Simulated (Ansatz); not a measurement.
ScAl$_{3}$:
```
ScAl3
1.0
    4.08553     0.00000     0.00000
    0.00000     4.08553     0.00000
    0.00000     0.00000     4.08553
Al Sc
3 1
Direct
  0.00000   0.50000   0.50000
  0.50000   0.50000   0.00000
  0.50000   0.00000   0.50000
  0.00000   0.00000   0.00000
```

Relaxed with r²SCAN. Special points in fractions of this cell's reciprocal vectors: Γ (0.000, 0.000, 0.000); X (0.000, 0.500, 0.000); M (0.500, 0.500, 0.000); R (0.500, 0.500, 0.500).

Q: List the band energies nearest the Fermi level at these points for DFT-r²SCAN in the program Ansatz with PAW potentials.

A: In eV from the Fermi level; about four levels below and three above (degenerate sets whole), none deeper than 8.9 eV; points with the same levels are listed once.

| k | below | above |
|---|---|---|
| Γ | -2.73 -2.73 -2.03 -2.03 -2.03 | 1.31 1.40 1.40 1.40 |
| X | -7.80 -1.87 -1.87 -1.60 | 0.96 0.96 1.18 |
| M | -6.01 -6.01 -4.71 -0.58 -0.58 | 1.19 1.50 2.30 |
| R | -4.85 -3.30 -3.30 -3.30 | 1.06 2.88 2.88 |

Space group Pm-3m (Cu3Au type). The r²SCAN relaxation kept the symmetry of its start. No spin polarisation was allowed.

Potentials: the later of the program's two PAW sets.
